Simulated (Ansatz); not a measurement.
# ¹⁷O NMR of the central transition in SiO₂

Cell: a structure deposited in the COD whose atoms were relaxed with PBE, the cell held.

```cif
data_SiO2
_symmetry_space_group_name_H-M 'P4_12_12'
_symmetry_Int_Tables_number 92
_cell_length_a 4.9570
_cell_length_b 4.9570
_cell_length_c 6.8903
_cell_angle_alpha 90.000
_cell_angle_beta 90.000
_cell_angle_gamma 90.000
loop_
_atom_site_label
_atom_site_type_symbol
_atom_site_symmetry_multiplicity
_atom_site_Wyckoff_symbol
_atom_site_fract_x
_atom_site_fract_y
_atom_site_fract_z
Si Si 4 a 0.3071 0.3071 0.0000
O O 8 b 0.2360 0.1200 0.1869
```

One atom of each set is listed.

Method: Kohn–Sham DFT in Ansatz, PBE, plane waves and PAW, scalar-relativistic, 420 eV cutoff, Γ-centred 4×4×3 k-points, Fermi–Dirac smearing 0.02 eV.

¹⁷O has I = 5/2 and Q = -25.58 mb (Pyykkö 2018); at 11.7 T its Larmor frequency is ν₀ = 67.6 MHz. Only the quadrupole interaction is simulated: positions count from each site's isotropic chemical shift, and J coupling is left out, as are shift anisotropy and dipolar coupling, which fast spinning averages.

Simulated pattern of one O site (fast magic-angle spinning, Gaussian broadening 0.3 kHz):

| offset (kHz) | height |
| --- | --- |
| -7.853 | 0 |
| -7.608 | 2 |
| -7.363 | 6 |
| -7.118 | 7 |
| -6.873 | 8 |
| -6.627 | 8 |
| -6.382 | 8 |
| -6.137 | 8 |
| -5.892 | 9 |
| -5.647 | 9 |
| -5.402 | 11 |
| -5.156 | 26 |
| -4.911 | 48 |
| -4.666 | 63 |
| -4.421 | 88 |
| -4.176 | 80 |
| -3.930 | 64 |
| -3.685 | 58 |
| -3.440 | 56 |
| -3.195 | 55 |
| -2.950 | 55 |
| -2.705 | 56 |
| -2.459 | 58 |
| -2.214 | 63 |
| -1.969 | 72 |
| -1.724 | 91 |
| -1.479 | 100 |
| -1.234 | 78 |
| -0.988 | 65 |
| -0.743 | 41 |
| -0.498 | 7 |
| -0.253 | 0 |

Problem. Which |C_Q| and η does the pattern imply?

Solution. The pattern spans 6.85 kHz before broadening and its centre of gravity is at -3.03 kHz, which fixes P_Q; the places of the horns and steps fix η. That gives P_Q = 5.84 MHz, |C_Q| = 5.80 MHz and η = 0.21. The sign of C_Q can't be read from the pattern.

At O V_zz runs parallel to the line that joins its two neighbours (within 1°).

The relaxation (5 steps) took 24 s of wall time (24 s of CPU time) and 0.47 GiB at its peak, on 1 thread of Intel Xeon Platinum 8375C CPU @ 2.90GHz (Ice Lake) (x86_64; 16 cores open to the job, memory cap 2.5 GiB, no GPU), a shared host with a load of 0.3 a core.
